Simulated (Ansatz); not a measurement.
RbSc5Te8:
```cif
data_RbSc5Te8
_chemical_formula_sum 'Rb1 Sc5 Te8'
_space_group_name_H-M_alt 'P 1'
_space_group_IT_number 1
_cell_length_a 10.95394
_cell_length_b 10.95394
_cell_length_c 10.34037
_cell_angle_alpha 75.758
_cell_angle_beta 104.242
_cell_angle_gamma 158.003
loop_
_space_group_symop_operation_xyz
  'x, y, z'
loop_
_atom_site_label
_atom_site_type_symbol
_atom_site_fract_x
_atom_site_fract_y
_atom_site_fract_z
_atom_site_occupancy
Rb1 Rb 0.00000 0.00000 0.00000 1
Sc1 Sc 0.20541 0.79459 0.84380 1
Sc2 Sc 0.79459 0.20541 0.15620 1
Sc3 Sc 0.50000 0.50000 0.50000 1
Sc4 Sc 0.84408 0.15592 0.52386 1
Sc5 Sc 0.15592 0.84408 0.47614 1
Te1 Te 0.92460 0.07540 0.33668 1
Te2 Te 0.07540 0.92460 0.66332 1
Te3 Te 0.58433 0.41567 0.31594 1
Te4 Te 0.41567 0.58433 0.68406 1
Te5 Te 0.66501 0.33499 0.99579 1
Te6 Te 0.33499 0.66501 0.00421 1
Te7 Te 0.73771 0.26229 0.65780 1
Te8 Te 0.26229 0.73771 0.34220 1
```

Relaxed with r²SCAN.

Question: Which orbitals make up the states near the band edges in r²SCAN in the plane-wave PAW code Ansatz?

Answer: Top 1 eV of the valence band: Te 5p 83 %, Sc 3d 13 %. Bottom 1 eV of the conduction band: Sc 3d 88 %, Te 5p 6 %. Projections are on Löwdin-orthogonalised atomic valence shells; empty p or d shells of many metals are not among them.

Question: Tabulate the density of states.

Answer: States/eV per cell of 14 atoms, in 0.25 eV bins, energy from the valence-band maximum.

```tsv
E (eV)	total	Sc 3d	Te 5p	Sc 4s
-7.85	0.00	0.00	0.00	0.00
-7.60	0.00	0.00	0.00	0.00
-7.35	0.00	0.00	0.00	0.00
-7.10	0.00	0.00	0.00	0.00
-6.85	0.00	0.00	0.00	0.00
-6.60	0.00	0.00	0.00	0.00
-6.35	0.00	0.00	0.00	0.00
-6.10	0.00	0.00	0.00	0.00
-5.85	0.00	0.00	0.00	0.00
-5.60	0.00	0.00	0.00	0.00
-5.35	0.00	0.00	0.00	0.00
-5.10	0.00	0.00	0.00	0.00
-4.85	0.00	0.00	0.00	0.00
-4.60	0.61	0.06	0.44	0.09
-4.35	6.90	0.67	5.06	0.94
-4.10	7.23	0.70	5.38	0.88
-3.85	8.48	0.85	6.38	0.86
-3.60	12.46	1.26	9.62	0.92
-3.35	11.28	1.22	9.08	0.47
-3.10	8.97	1.05	7.27	0.29
-2.85	8.83	1.18	7.06	0.25
-2.60	12.32	1.88	9.84	0.23
-2.35	16.03	2.88	12.49	0.21
-2.10	18.64	3.95	14.06	0.17
-1.85	21.30	4.90	15.72	0.16
-1.60	19.78	4.05	15.07	0.12
-1.35	15.88	3.03	12.28	0.09
-1.10	9.65	1.55	7.73	0.06
-0.85	6.27	0.95	5.10	0.04
-0.60	3.73	0.49	3.12	0.02
-0.35	3.07	0.32	2.67	0.01
-0.10	0.58	0.04	0.53	0.00
0.15	0.00	0.00	0.00	0.00
0.40	0.00	0.00	0.00	0.00
0.65	0.51	0.44	0.03	0.01
0.90	4.42	3.78	0.32	0.05
1.15	11.03	9.55	0.82	0.08
1.40	14.22	12.69	0.75	0.12
1.65	17.01	15.03	1.09	0.18
1.90	15.79	13.72	1.30	0.14
2.15	22.27	19.68	1.55	0.25
2.40	27.23	23.90	1.90	0.45
2.65	20.06	15.99	2.64	0.23
2.90	12.46	8.68	2.45	0.15
3.15	15.73	10.30	3.37	0.21
3.40	14.15	8.50	3.59	0.29
3.65	17.78	10.19	4.72	0.52
3.90	8.10	4.33	2.40	0.17
4.15	2.03	0.46	0.32	0.14
4.40	3.42	0.51	0.44	0.45
4.65	4.41	0.42	0.48	0.76
```

Space group C2/m. The first step of the workflow began from a Materials Project structure, measured or hypothetical; the Crystallography Open Database copy checked does not list it. Whether it is the stable phase at ambient conditions was not checked. Symmetry was held in the r²SCAN relaxation; its stability against distortions is not shown here. No spin polarisation was allowed. Scalar-relativistic: spin–orbit coupling is off unless named, which matters more the heavier the elements.

Potentials: the later of the program's two PAW sets.
